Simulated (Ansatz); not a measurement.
Relaxed-ion elastic tensor of C (diamond, space group No. 227) in GPa (Voigt order), PBE in the plane-wave PAW code Ansatz; density 3.50 g/cm³, 5.69 Å³ per atom.

```
1050   124   124   0.0   0.0   0.0
 124  1050   124   0.0   0.0   0.0
 124   124  1050   0.0   0.0   0.0
 0.0   0.0   0.0   558   0.0   0.0
 0.0   0.0   0.0   0.0   558   0.0
 0.0   0.0   0.0   0.0   0.0   558
```

### Question
Is the crystal mechanically stable?

### Answer
Yes: the smallest eigenvalue of C is 558 GPa.

### Question
Work out the Voigt, Reuss and Hill averages.

### Answer
K_V = 433, K_R = 433, K_H = 433; G_V = 520, G_R = 516, G_H = 518 GPa.

### Question
Give Young's modulus, Poisson's ratio, Pugh's ratio and the universal anisotropy index.

### Answer
E = 9KG/(3K + G) = 1110 GPa; ν = 0.07; K/G = 0.84 (brittle by the Pugh limit of 1.75); A_U = 5G_V/G_R + K_V/K_R − 6 = 0.04.

### Question
Estimate the sound speeds and the Debye temperature.

### Answer
v_l = √((K + 4G/3)/ρ) = 17900 m/s, v_t = √(G/ρ) = 12200 m/s, mean 13300 m/s; Θ = (h/k)(3n/4πV)^(1/3) v_m = 2210 K.

### Question
Give the Zener ratio and Young's modulus along [100], [110] and [111].

### Answer
A = 2C44/(C11 − C12) = 1.20; 1/E = S11 − 2(S11 − S12 − S44/2)Γ with Γ = 0, 1/4, 1/3 gives 1020, 1130, 1170 GPa.

### Question
Solve the Christoffel equation for the three sound speeds along [100], [110], [111].

### Answer
Eigenvalues of C_ijkl n_j n_l equal ρv². In km/s, slowest first: [100] 12.62, 12.62, 17.32; [110] 11.50, 12.62, 18.08; [111] 11.89, 11.89, 18.33.

Space group Fd-3m (diamond). The cell was relaxed with PBE under the symmetry of its start.

Potentials: the later of the program's two PAW sets.
